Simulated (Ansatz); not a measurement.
PW (CsCl type, Pm-3m) under volume change, PBEsol (plane waves, PAW; program Ansatz), scaled uniformly.

```csv
V (Å³/atom),E − E(relaxed) (meV/atom),P (GPa)
12.113,111.0,32.34
12.512,(withheld),(withheld)
12.911,11.0,9.07
13.311,0.0,0.00
13.710,9.8,-7.69
14.109,37.4,-14.22
14.509,(withheld),(withheld)
```

Question: Fill in the missing entries.

Answer: 
- 12.512, E − E(relaxed) (meV/atom): 46.5
- 12.512, P (GPa): 19.76
- 14.509, E − E(relaxed) (meV/atom): 79.9
- 14.509, P (GPa): -19.75

Question: What does a third-order Birch–Murnaghan fit give for V₀, B₀ and B′?

Answer: V₀ = 13.31 Å³/atom, B₀ = 278 GPa, B′ = 4.5.

The cell is a constructed one: a structure type filled with these elements; neither database checked (COD, Materials Project) lists it. COD files the formula under space group No. 62. Whether it is the stable phase at ambient conditions was not checked. Symmetry was held in the PBEsol relaxation; whether a distortion lowers the energy is not shown. The run is not spin-polarised. Spin–orbit coupling is left out wherever it is not named.

Potentials: the earlier of the program's two PAW sets. The files were generated under PBE; for other functionals the program regenerates the frozen cores, and for LDA and PBEsol the local potential too.
